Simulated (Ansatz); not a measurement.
The start is a generated trial cell of FeGe2 in the Al2Cu structure type. Cell shape, volume and atoms are optimised at zero target pressure with r2SCAN (plane waves to 500 eV, PAW, scalar-relativistic; Ansatz, an electronic-structure program). The first steps use a 9×9×9 k-mesh.

Initial structure:
```
CELL_PARAMETERS angstrom
     -2.84965     2.84965     2.29293
      2.84965    -2.84965     2.29293
      2.84965     2.84965    -2.29293
ATOMIC_POSITIONS crystal
  Ge 0.65800 0.15800 0.81600
  Ge 0.84200 0.65800 0.50000
  Ge 0.15800 0.34200 0.50000
  Ge 0.34200 0.84200 0.18400
  Fe 0.25000 0.25000 0.00000
  Fe 0.75000 0.75000 0.00000
```
Spin-polarised start, with parallel moments on Fe.

Q: What pressure does the first self-consistent step give?

A: +24.2 GPa (positive: the cell is compressed).

Q: What is the largest force in the starting geometry, and on which atom (counted from 1)?

A: 0.40 eV/Å, on Ge1, Ge2, Ge3, Ge4 (atoms numbered as listed).

Q: By how much does the energy per atom fall from start to end?

A: 0.13 eV/atom.

Q: How does the volume change?

A: +15.9 %, from 12.41 to 14.39 Å³/atom.

Q: How do the shortest distances between atoms change?

A: The closest pairs of elements (up to four, under 3.6 Å), start → end: Fe–Fe 2.29 → 2.46 Å; Fe–Ge 2.43 → 2.56 Å; Ge–Ge 2.55 → 2.59 Å.

Q: Is the relaxed structure metallic? Give its gap.

A: Zero (metallic).

Q: What magnetic moments remain?

A: Net 0.57 μB/atom, ferromagnetic.

Q: Write out the relaxed structure.

A: 
```cif
data_Fe4Ge8
_chemical_formula_sum 'Ge8 Fe4'
_space_group_name_H-M_alt 'I4/mcm'
_space_group_IT_number 140
_space_group_name_Hall '-I 4 2c'
_cell_length_a 5.92820
_cell_length_b 5.92820
_cell_length_c 4.91352
_cell_angle_alpha 90.000
_cell_angle_beta 90.000
_cell_angle_gamma 90.000
loop_
_atom_site_label
_atom_site_type_symbol
_atom_site_symmetry_multiplicity
_atom_site_Wyckoff_symbol
_atom_site_fract_x
_atom_site_fract_y
_atom_site_fract_z
_atom_site_occupancy
Ge1 Ge 8 h 0.34548 0.15452 0.00000 1
Fe1 Fe 4 a 0.00000 0.00000 0.25000 1
```
(The calculation used a cell of 6 atoms; values per cell refer to that cell.)

The space group stays I4/mcm (No. 140) (the run could not lower it); the end is AFLOW prototype A2B_tI12_140_h_a (C16, as in Al2Cu), with 6 atoms in the primitive magnetic cell. Final values are on a 12×12×12 k-mesh of the relaxed cell. Spin state reached: ferromagnetic (net 0.57 μB/atom), from parallel starting moments; other spin orders were not run from this start. r2SCAN tends to overstate moments in metals.

The run could not lose the symmetry of its start.

The first start was generated by placing the elements on the sites of a structure type. Materials Project lists a structure of FeGe2 in the same space group, I4/mcm (No. 140); the sites were not compared with it, nor with measured phases.
